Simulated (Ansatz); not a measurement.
InPt$_{3}$C (anti-perovskite), relaxed with PBE (Ansatz, an electronic-structure program, plane waves, PAW): a = b = c = 4.251 Å, α = β = γ = 90.00°.

- ΔH_f (eV/atom) = 0.25
- B₀ by P(V) fit (GPa) = 194

### Question
The same phase is relaxed and computed with r²SCAN in the same code. What are the cell and these values now?

### Answer
a = b = c = 4.2224 Å, α = β = γ = 90.00°.

- ΔH_f (eV/atom) = 0.22
- B₀ by P(V) fit (GPa) = 210

Typed or built starts, not in the databases checked: InPt3C, anti-perovskite. Unstable at this level: InPt3C, anti-perovskite with r²SCAN. All cells were relaxed under the symmetry of their starts (and spin orders); stability against distortions was not tested throughout. Rows with no word on spin ran without spin polarisation. Spin–orbit coupling is left out wherever it is not named.

Potentials: the later of the program's two PAW sets.

Ansatz is a plane-wave DFT program.

Formation energies count from the lowest solids of the elements computed at the same level, not from gases.
